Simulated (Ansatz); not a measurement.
Relaxed-ion elastic tensor of Ag$_{3}$Au (Cu3Au type, Pm-3m) in GPa (Voigt order), DFT-PBEsol in the program Ansatz with PAW potentials; density 12.93 g/cm³, 16.71 Å³ per atom.

```csv
,1,2,3,4,5,6
1,159,118,118,0.0,0.0,0.0
2,118,159,118,0.0,0.0,0.0
3,118,118,159,0.0,0.0,0.0
4,0.0,0.0,0.0,51.6,0.0,0.0
5,0.0,0.0,0.0,0.0,51.6,0.0
6,0.0,0.0,0.0,0.0,0.0,51.6
```

**Question.** Is the crystal mechanically stable?

**Answer.** Yes: the smallest eigenvalue of C is 40.5 GPa.

**Question.** Work out the Voigt, Reuss and Hill averages.

**Answer.** K_V = 132, K_R = 132, K_H = 132; G_V = 39.0, G_R = 31.9, G_H = 35.4 GPa.

**Question.** Give Young's modulus, Poisson's ratio, Pugh's ratio and the universal anisotropy index.

**Answer.** E = 9KG/(3K + G) = 97.6 GPa; ν = 0.38; K/G = 3.72 (ductile by the Pugh limit of 1.75); A_U = 5G_V/G_R + K_V/K_R − 6 = 1.13.

**Question.** Estimate the sound speeds and the Debye temperature.

**Answer.** v_l = √((K + 4G/3)/ρ) = 3720 m/s, v_t = √(G/ρ) = 1660 m/s, mean 1870 m/s; Θ = (h/k)(3n/4πV)^(1/3) v_m = 218 K.

**Question.** Give the Zener ratio and Young's modulus along [100], [110] and [111].

**Answer.** A = 2C44/(C11 − C12) = 2.55; 1/E = S11 − 2(S11 − S12 − S44/2)Γ with Γ = 0, 1/4, 1/3 gives 57.8, 102, 137 GPa.

**Question.** Solve the Christoffel equation for the three sound speeds along [100], [110], [111].

**Answer.** Eigenvalues of C_ijkl n_j n_l equal ρv². In km/s, slowest first: [100] 2.00, 2.00, 3.51; [110] 1.25, 2.00, 3.83; [111] 1.54, 1.54, 3.94.

The workflow started from a Materials Project entry (that database holds measured and hypothetical structures alike); the Crystallography Open Database copy checked does not list it. Its standing as an ambient phase is unchecked. The cell was relaxed with PBEsol under the symmetry of its start; its stability against distortions is not shown here. The run is not spin-polarised. As this level gives no gap, shear constants depend on the k-mesh and smearing (Fermi–Dirac, 0.1 eV here). Spin–orbit coupling is left out wherever it is not named.

Potentials: the later of the program's two PAW sets.
